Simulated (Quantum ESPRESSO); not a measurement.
# Mo2Sc3W2In: finding a planted mistake in a log

Simulated, not a measurement. The program is pw.x of Quantum ESPRESSO 7.5 (plane-wave density functional theory). The cell is made up: eight metal atoms on a face-centred cubic lattice, with elements, volume, strain and displacements drawn at random and not relaxed, so it may be unstable or far from any real phase. PseudoDojo standard norm-conserving files set the functional (PBE unless stated); there is no spin polarisation or spin-orbit coupling, the Fermi-Dirac width of 0.25 eV means electrons at about 2900 K, and the masses in the input are unused placeholders. Heavy elements are run without spin-orbit coupling, which real alloys of them have. A spin test at this wide smearing found no moment, but such smearing suppresses magnetism that the real alloy may have.

Intended input:

```
&control calculation='scf', pseudo_dir='./dojo.nc.sr.pbe.v0_5.standard.upf', outdir='./o', disk_io='minimal', tprnfor=.true., tstress=.true. /
&system ibrav=0, nat=8, ntyp=4, nbnd=68, ecutwfc=79.96652505, nosym=.true., tot_charge=0,
 occupations='smearing', smearing='fd', degauss=0.0183746611
/
&electrons conv_thr=1.470e-08, electron_maxstep=70, mixing_beta=0.5 /
ATOMIC_SPECIES
In 1.0 In.upf
Mo 1.0 Mo.upf
Sc 1.0 Sc.upf
W 1.0 W.upf
CELL_PARAMETERS angstrom
0.0 -2.1855 -2.1855
2.1855 4.3709 -2.1855
8.7418 -4.3709 4.3709
ATOMIC_POSITIONS angstrom
Mo -0.0671 0.0954 -0.0136
Mo 4.5044 -2.1568 2.0434
Sc 4.3084 -0.0274 0.1621
Sc 8.8481 -2.2565 2.1544
Sc 2.1743 -2.2409 0.0378
W 6.5047 -4.3986 2.2631
W 2.3093 -0.1098 -2.2255
In 6.5941 -2.264 -0.0836
K_POINTS automatic
8 5 2 1 1 1
```

The log is shortened where brackets say so; the opening notice, blank lines, dates and the lines on written files are dropped, and the path of the files is cut. It prints rydbergs, bohrs and kilobars, and counts compression as positive stress. Its total energy is the free energy E - TS of the whole cell.

Log of the intended run:

```
     Program PWSCF v.7.5
     Parallel version (MPI & OpenMP), running on       4 processor cores
     Number of MPI processes:                 4
     Threads/MPI process:                     1
     [start-up lines left out]
     bravais-lattice index     =            0
     lattice parameter (alat)  =       5.8407  a.u.
     unit-cell volume          =    1127.0784 (a.u.)^3
     number of atoms/cell      =            8
     number of atomic types    =            4
     number of electrons       =       102.00
     number of Kohn-Sham states=           68
     kinetic-energy cutoff     =      79.9665  Ry
     charge density cutoff     =     319.8661  Ry
     scf convergence threshold =      1.5E-08
     mixing beta               =       0.5000
     number of iterations used =            8  plain     mixing
     Exchange-correlation= PBE
                           (   1   4   3   4   0   0   0)
     [axes and pseudopotential details left out]
   Cartesian axes
     site n.     atom                  positions (alat units)
         1        Mo     tau(   1) = (  -0.0217098   0.0308662  -0.0044002  )
         2        Mo     tau(   2) = (   1.4573744  -0.6978211   0.6611311  )
         3        Sc     tau(   3) = (   1.3939597  -0.0088651   0.0524466  )
         4        Sc     tau(   4) = (   2.8627552  -0.7300784   0.6970445  )
         5        Sc     tau(   5) = (   0.7034831  -0.7250312   0.0122300  )
         6        W      tau(   6) = (   2.1045607  -1.4231434   0.7322138  )
         7        W      tau(   7) = (   0.7471616  -0.0355252  -0.7200486  )
         8        In     tau(   8) = (   2.1334856  -0.7325050  -0.0270483  )
     number of k points=    40  Fermi-Dirac smearing, width (Ry)=  0.0184
                       cart. coord. in units 2pi/alat
        k(    1) = (   0.1126964  -0.0198881  -0.0685002), wk =   0.0500000
        k(    2) = (  -0.0198886   0.0243076  -0.1126959), wk =   0.0500000
     [further k points left out]
     Dense  grid:   108963 G-vectors     FFT dimensions: (  36,  60, 120)
     Estimated max dynamical RAM per process >     335.43 MB
     Estimated total dynamical RAM >       1.23 GB
     Initial potential from superposition of free atoms
     starting charge     101.9843, renormalised to     102.0000
     Starting wfcs are   79 randomized atomic wfcs
     total cpu time spent up to now is        5.7 secs
     per-process dynamical memory:   245.3 Mb
     Self-consistent Calculation
     iteration #  1     ecut=    79.97 Ry     beta= 0.50
     Davidson diagonalization with overlap
     ethr =  1.00E-02,  avg # of iterations =  2.3
     total cpu time spent up to now is       15.0 secs
     total energy              =   -1005.53512561 Ry
     estimated scf accuracy    <       3.28023537 Ry
     iteration #  2     ecut=    79.97 Ry     beta= 0.50
     Davidson diagonalization with overlap
     ethr =  3.22E-03,  avg # of iterations =  6.4
     total cpu time spent up to now is       29.5 secs
     total energy              =   -1004.21661873 Ry
     estimated scf accuracy    <      68.61792991 Ry
     [iterations 3 to 20 left out]
     iteration # 21     ecut=    79.97 Ry     beta= 0.50
     Davidson diagonalization with overlap
     ethr =  2.33E-10,  avg # of iterations =  2.0
     total cpu time spent up to now is      221.7 secs
     total energy              =   -1007.56110649 Ry
     estimated scf accuracy    <       0.00000004 Ry
     iteration # 22     ecut=    79.97 Ry     beta= 0.50
     Davidson diagonalization with overlap
     ethr =  4.37E-11,  avg # of iterations =  3.5
     total cpu time spent up to now is      230.7 secs
     End of self-consistent calculation
     [lines on levels left out]
!    total energy              =   -1007.56110649 Ry
     estimated scf accuracy    <       0.00000001 Ry
     smearing contrib. (-TS)   =      -0.16014134 Ry
     internal energy E=F+TS    =   -1007.40096515 Ry
     The total energy is F=E-TS. E is the sum of the following terms:
     one-electron contribution =    -262.31689562 Ry
     hartree contribution      =     173.19526865 Ry
     xc contribution           =    -195.48910370 Ry
     ewald contribution        =    -722.79023448 Ry
     convergence has been achieved in  22 iterations
     Forces acting on atoms (cartesian axes, Ry/au):
     atom    1 type  2   force =     0.01299321    0.01975713   -0.01705026
     atom    2 type  2   force =     0.01341853   -0.03861586    0.03337839
     atom    3 type  3   force =     0.02929211    0.02493745   -0.04593363
     atom    4 type  3   force =    -0.00375731   -0.01208667    0.01044365
     atom    5 type  3   force =    -0.03079213   -0.00704948    0.00602865
     atom    6 type  4   force =     0.02160599    0.00447890   -0.01098978
     atom    7 type  4   force =    -0.04680509    0.00102441    0.00991076
     atom    8 type  1   force =     0.00404469    0.00755413    0.01421222
     Total force =     0.108174     Total SCF correction =     0.000511
     Computing stress (Cartesian axis) and pressure
          total   stress  (Ry/bohr**3)                   (kbar)     P=     -109.82
  -0.00067620   0.00010970  -0.00014342          -99.47       16.14      -21.10
   0.00010970  -0.00082676  -0.00004349           16.14     -121.62       -6.40
  -0.00014342  -0.00004349  -0.00073661          -21.10       -6.40     -108.36
     init_run     :      4.75s CPU      4.95s WALL (       1 calls)
     electrons    :    223.76s CPU    225.07s WALL (       1 calls)
     forces       :      1.63s CPU      1.65s WALL (       1 calls)
     stress       :      5.55s CPU      5.68s WALL (       1 calls)
     [timing details left out]
     PWSCF        :   3m56.41s CPU   3m58.11s WALL
     JOB DONE.
```

A second run was made from an input with one planted mistake. Its log:

```
     Program PWSCF v.7.5
     Parallel version (MPI & OpenMP), running on       4 processor cores
     Number of MPI processes:                 4
     Threads/MPI process:                     1
     [start-up lines left out]
     bravais-lattice index     =            0
     lattice parameter (alat)  =       5.8407  a.u.
     unit-cell volume          =    1127.0784 (a.u.)^3
     number of atoms/cell      =            8
     number of atomic types    =            4
     number of electrons       =       102.00
     number of Kohn-Sham states=           68
     kinetic-energy cutoff     =      79.9665  Ry
     charge density cutoff     =     319.8661  Ry
     scf convergence threshold =      1.5E-08
     mixing beta               =       0.5000
     number of iterations used =            8  plain     mixing
     Exchange-correlation= PBE
                           (   1   4   3   4   0   0   0)
     [axes and pseudopotential details left out]
   Cartesian axes
     site n.     atom                  positions (alat units)
         1        Mo     tau(   1) = (  -0.0217098   0.0308662  -0.0044002  )
         2        Mo     tau(   2) = (   1.4573744  -0.6978211   0.6611311  )
         3        Sc     tau(   3) = (   1.3939597   0.0461375   0.0524466  )
         4        Sc     tau(   4) = (   2.8627552  -0.7300784   0.6970445  )
         5        Sc     tau(   5) = (   0.7034831  -0.7250312   0.0122300  )
         6        W      tau(   6) = (   2.1045607  -1.4231434   0.7322138  )
         7        W      tau(   7) = (   0.7471616  -0.0355252  -0.7200486  )
         8        In     tau(   8) = (   2.1334856  -0.7325050  -0.0270483  )
     number of k points=    40  Fermi-Dirac smearing, width (Ry)=  0.0184
                       cart. coord. in units 2pi/alat
        k(    1) = (   0.1126964  -0.0198881  -0.0685002), wk =   0.0500000
        k(    2) = (  -0.0198886   0.0243076  -0.1126959), wk =   0.0500000
     [further k points left out]
     Dense  grid:   108963 G-vectors     FFT dimensions: (  36,  60, 120)
     Estimated max dynamical RAM per process >     335.43 MB
     Estimated total dynamical RAM >       1.23 GB
     Initial potential from superposition of free atoms
     starting charge     101.9843, renormalised to     102.0000
     Starting wfcs are   79 randomized atomic wfcs
     total cpu time spent up to now is        5.3 secs
     per-process dynamical memory:   254.1 Mb
     Self-consistent Calculation
     iteration #  1     ecut=    79.97 Ry     beta= 0.50
     Davidson diagonalization with overlap
     ethr =  1.00E-02,  avg # of iterations =  2.4
     total cpu time spent up to now is       15.4 secs
     total energy              =   -1005.37688786 Ry
     estimated scf accuracy    <       3.51706852 Ry
     iteration #  2     ecut=    79.97 Ry     beta= 0.50
     Davidson diagonalization with overlap
     ethr =  3.45E-03,  avg # of iterations =  6.3
     total cpu time spent up to now is       30.2 secs
     total energy              =   -1004.15454052 Ry
     estimated scf accuracy    <      72.75009914 Ry
     [iterations 3 to 20 left out]
     iteration # 21     ecut=    79.97 Ry     beta= 0.50
     Davidson diagonalization with overlap
     ethr =  2.20E-10,  avg # of iterations =  2.0
     total cpu time spent up to now is      237.7 secs
     total energy              =   -1007.56438181 Ry
     estimated scf accuracy    <       0.00000003 Ry
     iteration # 22     ecut=    79.97 Ry     beta= 0.50
     Davidson diagonalization with overlap
     ethr =  2.89E-11,  avg # of iterations =  6.2
     total cpu time spent up to now is      249.5 secs
     End of self-consistent calculation
     [lines on levels left out]
!    total energy              =   -1007.56438181 Ry
     estimated scf accuracy    <          7.6E-09 Ry
     smearing contrib. (-TS)   =      -0.16001515 Ry
     internal energy E=F+TS    =   -1007.40436666 Ry
     The total energy is F=E-TS. E is the sum of the following terms:
     one-electron contribution =    -261.89251838 Ry
     hartree contribution      =     172.99595220 Ry
     xc contribution           =    -195.49372576 Ry
     ewald contribution        =    -723.01407471 Ry
     convergence has been achieved in  22 iterations
     Forces acting on atoms (cartesian axes, Ry/au):
     atom    1 type  2   force =     0.01242981    0.01923455   -0.01649883
     atom    2 type  2   force =     0.01598960   -0.03108642    0.02725108
     atom    3 type  3   force =     0.03404104   -0.00437592   -0.03131546
     atom    4 type  3   force =    -0.00335251   -0.01278377    0.01042322
     atom    5 type  3   force =    -0.02342673    0.00062464   -0.00075530
     atom    6 type  4   force =     0.02048097    0.00572574   -0.01122462
     atom    7 type  4   force =    -0.05669601    0.01252221    0.00818230
     atom    8 type  1   force =     0.00053383    0.01013895    0.01393761
     Total force =     0.100333     Total SCF correction =     0.000332
     Computing stress (Cartesian axis) and pressure
          total   stress  (Ry/bohr**3)                   (kbar)     P=     -109.69
  -0.00067603   0.00008889  -0.00013909          -99.45       13.08      -20.46
   0.00008889  -0.00083059  -0.00006247           13.08     -122.18       -9.19
  -0.00013909  -0.00006247  -0.00073042          -20.46       -9.19     -107.45
     init_run     :      4.99s CPU      5.18s WALL (       1 calls)
     electrons    :    239.06s CPU    244.18s WALL (       1 calls)
     forces       :      1.65s CPU      1.67s WALL (       1 calls)
     stress       :      5.68s CPU      5.68s WALL (       1 calls)
     [timing details left out]
     PWSCF        :   4m11.54s CPU   4m16.93s WALL
     JOB DONE.
```

Question: the log repeats what the program read. Compare it with the intended run: what was wrong in the second input?

Answer: one coordinate of one atom is wrong. The input lines that differ:

```
- Sc 4.3084 -0.0274 0.1621
+ Sc 4.3084 0.1426 0.1621
```

```
                                            intended run  run with the mistake
                          free energy (eV)    -13708.567            -13708.612
         entropy term -TS, part of it (eV)        -2.179                -2.177
                            pressure (GPa)        -10.98                -10.97
size of the largest force component (eV/Å)         1.203                 1.458
largest change of a force component (eV/Å)                               0.754
                                iterations            22                    22
```

For scale, a rerun of the intended cell at a higher cutoff and on a denser mesh moved values by no more than 0.003 eV in energy, 0.03 GPa in stress and 0.003 eV/Å in force, and a second program with other atomic files agreed on that cell to 2 % rms in force and 0.5 GPa in pressure.